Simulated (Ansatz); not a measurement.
Relax this structure to zero stress and force, keeping its symmetry:

```yaml
crystal:
  lattice:
    - [3.24812, 0.00000, 0.00000]
    - [0.00000, 3.24812, 0.00000]
    - [0.00000, 0.00000, 3.24812]
  atoms:
    - { symbol: Hf, position: [0.00000, 0.00000, 0.00000] }
    - { symbol: Ru, position: [0.50000, 0.50000, 0.50000] }
```

All numbers below come from DFT LDA, scalar-relativistic, plane waves, PAW (Ansatz).

Cutoff 420 eV; k points 14×14×14 on the computed 2-atom cell (Γ-centred); Gaussian smearing, width 0.10 eV; no spin polarisation.

Task: What does it relax to?

Result: The volume drops by 1.02 Å³/atom to 16.11 Å³/atom, and the energy falls by 41.3 meV/atom. Final structure:
```
Hf Ru
1.0
     3.18213    0.00000    0.00000
     0.00000    3.18213    0.00000
     0.00000    0.00000    3.18213
Hf Ru
1 1
Direct
  0.00000 0.00000 0.00000
  0.50000 0.50000 0.50000
```

Spin–orbit coupling is left out, which can shift energies with elements as heavy as these.

Cost: 1 run of about 0.55 core-minutes, on Arm Neoverse V1 (shared hosts).